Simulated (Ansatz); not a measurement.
## From the elastic tensor of H to moduli and sound speeds

Theory: DFT LDA, scalar-relativistic, plane waves, PAW (Ansatz 0.2.0). Settings: 420 eV plane-wave cutoff, Γ-centred 12×12×12 mesh, fixed occupations. No spin polarisation.

Symmetry: I4/mmm, No. 139, tetragonal system. Conventional cell: a = 2.820 Å, b = 2.820 Å, c = 3.861 Å, α = 90.00°, β = 90.00°, γ = 90.00°. H (site symmetry 4mm) is surrounded by 1 H at 0.77 Å.

The crystal is built of molecules and no dispersion correction was added, so the binding between them is poorly described, and with it their spacing and whatever depends on it.

Relaxed-ion constants (GPa, on the Cartesian axes of the calculation):
```
12.2  0.5  3.9  0.0  0.0  0.0
 0.5 12.2  3.9  0.0  0.0  0.0
 3.8  3.8  9.8  0.0  0.0  0.0
 0.0  0.0  0.0  6.0  0.0  0.0
 0.0  0.0  0.0  0.0  6.0  0.0
 0.0  0.0  0.0  0.0  0.0  3.1
```

Density 0.218 g/cm³; 2 atoms in 15.36 Å³.

The values that follow are for a polycrystal of randomly turned grains, by Hill's mean where one number stands.

With S = C⁻¹: B_V = (C11+C22+C33+2(C12+C13+C23))/9, G_V = (C11+C22+C33−C12−C13−C23+3(C44+C55+C66))/15, 1/B_R = S11+S22+S33+2(S12+S13+S23), 15/G_R = 4(S11+S22+S33−S12−S13−S23)+3(S44+S55+S66); Hill is their mean. Then v_l = √((B+4G/3)/ρ), v_t = √(G/ρ), v_m = [(2/v_t³+1/v_l³)/3]^(−1/3) and Θ = (ħ/k_B)·v_m·(6π²n/V)^(1/3) for n atoms in the volume V; E = 9BG/(3B+G), ν = (3B−2G)/(2(3B+G)) and A^U = 5G_V/G_R + B_V/B_R − 6.

```json
{
  "Bulk modulus, Voigt / Reuss / Hill": "5.6 / 5.6 / 5.6 GPa",
  "Shear modulus, Voigt / Reuss / Hill": "4.8 / 4.2 / 4.5 GPa",
  "Young's modulus": "11 GPa",
  "Poisson ratio": "0.185",
  "Pugh ratio B/G": "1.25",
  "Universal anisotropy index": "0.63",
  "Longitudinal and transverse sound speeds": "7300 and 4540 m/s",
  "Debye temperature from the mean sound speed": "755 K"
}
```

Whether H exists in this form wasn't checked.